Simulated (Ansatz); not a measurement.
ZrC:
Space group P6₃/mmc (No. 194); a = b = 3.3648 Å, c = 5.3198 Å, α = β = 90.00°, γ = 120.00°

```
atom  site  symmetry       x       y       z
----  ----  --------  ------  ------  ------
Zr      2c      -6m2  0.3333  0.6667  0.2500
C       2a      -3m.  0.0000  0.0000  0.0000
```

Relaxed with r²SCAN.

Q: Tabulate the valence density and the electron localisation function along the shortest Zr–C contact (2.35 Å), r²SCAN (plane waves, PAW; program Ansatz).

A: 

```
distance from Zr (Å)  density (e/Å³)   ELF
--------------------  --------------  ----
0.24                            3.61  0.25
0.35                            4.09  0.56
0.47                            3.93  0.75
0.59                            3.18  0.80
0.71                            2.21  0.78
0.82                            1.37  0.64
0.94                            0.81  0.39
1.06                            0.53  0.22
1.18                            0.44  0.22
1.29                            0.45  0.38
1.41                            0.54  0.61
1.53                            0.69  0.75
1.65                            0.91  0.79
1.77                            1.18  0.77
1.88                            1.44  0.66
2.00                            1.62  0.44
2.12                            1.67  0.18
```

The density is the valence pseudo-density with augmentation charge, so density and ELF within about 1 Å of a nucleus are not all-electron values.

Space group P6_3/mmc (NiAs type). The first step of the workflow began from a Materials Project structure, measured or hypothetical; the Crystallography Open Database copy checked does not list it. It is not the phase usual at ambient conditions (space group No. 225). The r²SCAN relaxation kept the symmetry of its start; its stability against distortions is not shown here. No spin polarisation was allowed.

Potentials: the later of the program's two PAW sets.
